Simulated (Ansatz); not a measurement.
LaN (zinc blende, space group No. 216), PBE (plane waves, PAW; program Ansatz), all energies at zero smearing, with the estimated change up to a 700 eV cutoff added, with one set of potentials and settings (totals compare only within such a set). Cell of 2 atoms (1 N, 1 La): -6636.569 eV.

```tsv
element	reference phase	E (eV/atom)
N	Pa-3, 8 atoms in the cell	-384.0325
La	P6_3/mmc, 4 atoms in the cell	-6250.0953
```

Formation energy per atom, worked out: (-6636.569 − 1×(-384.0325) − 1×(-6250.0953))/2 = -1.221 eV/atom (-118 kJ per mol of atoms), at 0 K, without zero-point energy or fitted corrections.

Space group F-43m (zinc blende). The start of the workflow was typed in or built on a structure type; neither database checked (COD, Materials Project) lists it. COD files the formula under space group No. 225, so this cell is another polymorph or a model. Its standing as an ambient phase is unchecked. The cell was relaxed with PBE under the symmetry of its start; its stability against distortions is not shown here. The references are the lowest solids computed at this level, not always the standard phases (solids in place of the gases). Spin–orbit coupling is left out wherever it is not named.

Potentials: the later of the program's two PAW sets.
